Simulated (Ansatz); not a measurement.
Start of a relaxation of GaSn4S3:

```cif
data_structure
_symmetry_space_group_name_H-M 'P 1'
_symmetry_Int_Tables_number 1
_cell_length_a 4.1200
_cell_length_b 4.1200
_cell_length_c 11.3200
_cell_angle_alpha 90.000
_cell_angle_beta 90.000
_cell_angle_gamma 90.000
_cell_volume 192.15
loop_
_atom_site_label
_atom_site_type_symbol
_atom_site_fract_x
_atom_site_fract_y
_atom_site_fract_z
_atom_site_occupancy
Ga1 Ga 0.50000 0.50000 0.00000 1
Sn1 Sn 0.50000 0.50000 0.25000 1
Sn2 Sn 0.50000 0.50000 0.75000 1
Sn3 Sn 0.00000 0.00000 0.00000 1
Sn4 Sn 0.00000 0.00000 0.50000 1
S1 S 0.50000 0.50000 0.50000 1
S2 S 0.00000 0.00000 0.75000 1
S3 S 0.00000 0.00000 0.25000 1
```

The calculation used DFT PBE, scalar-relativistic, plane waves, PAW in Ansatz 0.2.0. Cutoff 420 eV, Gaussian smearing, Γ-centred meshes. Cell and atoms relax first on a coarse mesh, the cell is then made exact in the group found at 0.06 to 0.08 Å, and last on a converged mesh; the steps can't lower the symmetry of their start. No spin polarisation.

A guess keeps its type if space group and coordination stay and the shape of the cell changes little (axis ratios within about 15 %, angles within 6°); the volume may change.

Question: Does this structure survive the relaxation?

Answer: It keeps its type. The symmetry stays P4/mmm (No. 123). The volume per atom grows by 2.0 %, from 24.0 to 24.5 Å³. The shortest distance goes from 2.83 Å (Ga–Sn and Sn–S) to 2.87 Å (Sn–S). The ratio c/a of the conventional cell changes by a factor of 1.04. Counting neighbours within 15 % of an atom's shortest distance, the start has Ga 6, S 6, Sn 6 and the end Ga 6, S 6, Sn 6.

The last run used an 8×8×4 mesh (in the run's order of axes) for its 8-atom cell and Gaussian smearing of 0.10 eV. An odd number of electrons in the primitive cell allows no gap without spin; a larger cell or a magnetic state could open one. A later test with randomly moved atoms led to a structure 10 meV/atom lower, so this end is a saddle point or a shallow minimum. Another cell of the same search, in P1, lies 49 meV/atom lower, so this cell isn't the stable form at this level.
